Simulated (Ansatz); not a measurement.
Trial structures of Zr2SeS2: starts and ends

Level of theory: Ansatz 0.2.0, DFT PBE, scalar-relativistic, plane waves, PAW. Settings: cutoff 420 eV, Γ-centred meshes spaced at most about 0.3 Å⁻¹, and about 0.25 Å⁻¹ or finer for metals (2π included), Gaussian smearing. No spin polarisation in the final relaxations.

Each guess was relaxed in cell and atoms at zero pressure, within the symmetry of its start. These are static total energies at zero pressure. Coordination counts S or Se atoms around Zr (for each partner element, those within 1.25 times its shortest distance or 1.15 times the sum of covalent radii, where it is the nearest in units of that sum or under 1.3; a plus sign parts groups by distance over the sum of covalent radii).

| guess | made from | start group | V start (Å³/atom) | end group | V end (Å³/atom) | coordination at the end | gap on mesh (eV) | E over the lowest end (meV/atom) |
| --- | --- | --- | --- | --- | --- | --- | --- | --- |
| 1 | YbMn2Sb2 type | P-3m1 | 26.3 | P-3m1 | 21.2 | Zr 4+3 | 0 | 163 |
| 2 | Sr2ZnAs2 type | P-6m2 | 25.3 | ? | ? | ? | ? | ? |
| 3 | random cell | P-6m2 | 21.9 | P-6m2 | 23.3 | Zr 6 | 0 | 0 |
| 4 | SrFe2As2 type | I4/mmm | 20.7 | I4/mmm | 21.2 | Zr 4+4 | 0 | 199 |

Guess 2 as it starts:

```cif
data_structure
_symmetry_space_group_name_H-M 'P-6m2'
_symmetry_Int_Tables_number 187
_cell_length_a 4.2096
_cell_length_b 4.2096
_cell_length_c 8.2318
_cell_angle_alpha 90.000
_cell_angle_beta 90.000
_cell_angle_gamma 120.000
_cell_volume 126.33
loop_
_atom_site_label
_atom_site_type_symbol
_atom_site_symmetry_multiplicity
_atom_site_Wyckoff_symbol
_atom_site_fract_x
_atom_site_fract_y
_atom_site_fract_z
_atom_site_occupancy
Zr1 Zr 2 g 0.00000 0.00000 0.70553 1
Se1 Se 1 e 0.66667 0.33333 0.00000 1
S1 S 1 f 0.66667 0.33333 0.50000 1
S2 S 1 c 0.33333 0.66667 0.00000 1
```

**Question.** Predict the end of this guess and its energy over the lowest end.

**Answer.** It ends in space group P-6m2 (No. 187), with a = 4.344 Å, c = 6.320 Å, 20.7 Å³/atom and no gap. It lies 0.89 eV/atom over the lowest end, above guess 4 and so the highest of the set. Counting S or Se atoms around Zr, this end has Zr 9 and the lowest (guess 3) has Zr 6.

```
Zr Se S
1.0
     4.34418    0.00000    0.00000
    -2.17209    3.76217    0.00000
     0.00000    0.00000    6.32008
Zr Se S
2 1 2
Direct
  0.00000 0.00000 0.77557
  0.00000 0.00000 0.22443
  0.66667 0.33333 0.00000
  0.66667 0.33333 0.50000
  0.33333 0.66667 0.00000
```

Energies over the elements count from the elements' standard structures at the same level, with no fitted energy shifts.

**Question.** Is the lowest end bound against the elements?

**Answer.** Yes: its formation energy is −1.40 eV/atom. A negative formation energy is needed for stability but isn't enough: competing phases decide.

Weakly bound directions are ill-defined at this level, which has no dispersion term (P-6m2 at 23.3 Å³/atom), and this can change margins and order among such cells. A magnetic state wasn't ruled out in cells without spin, among them P-6m2 at 23.3 Å³/atom. The reference forms of S and Se are held partly by dispersion forces, which this level lacks. Cells relaxed within their symmetry can be saddle points. A lower structure may well exist outside this small set. Some structure types and database cells were kept out of the candidates from the start, so a known form may be missing.
